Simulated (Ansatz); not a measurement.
Data:

SnSe2:
```xyz
3
Lattice="3.8721 0.0000 0.0000 -1.9360 3.3533 0.0000 0.0000 0.0000 7.0085" Properties=species:S:1:pos:R:3 pbc="T T T"
Sn     0.0000     0.0000     0.0000
Se     1.9360     1.1178     5.4142
Se     0.0000     2.2355     1.5943
```

This is the PBE-relaxed structure. x, y and z are the axes in which the lattice vectors are written.

**Question.** All from plane-wave PAW PBE (Ansatz code), unless another level is named. Predict the formation energy from the elements (no fitted shifts).

**Answer.** -0.34 eV/atom.

**Question.** Give the smallest direct gap on the standard path.

**Answer.** 1.08 eV.

**Question.** Predict the valence-band maximum.

**Answer.** off the standard path, at k = (0.000, 0.138, -0.146).

**Question.** Give the conduction-band minimum.

**Answer.** at L (3 equivalent valleys).

Space group P-3m1 (CdI2 type). Symmetry was held in the PBE relaxation. The volume lies over 15 % above that of the usual cell of this phase: another minimum, or an error of the functional. A crystal of weakly bound layers computed without a dispersion correction: the cell and the soft elastic constants depend strongly on that. The references are the lowest solids computed at this level, not always the standard phases. Scalar-relativistic: spin–orbit coupling is off unless named, which matters more the heavier the elements.

Potentials: the earlier of the program's two PAW sets.
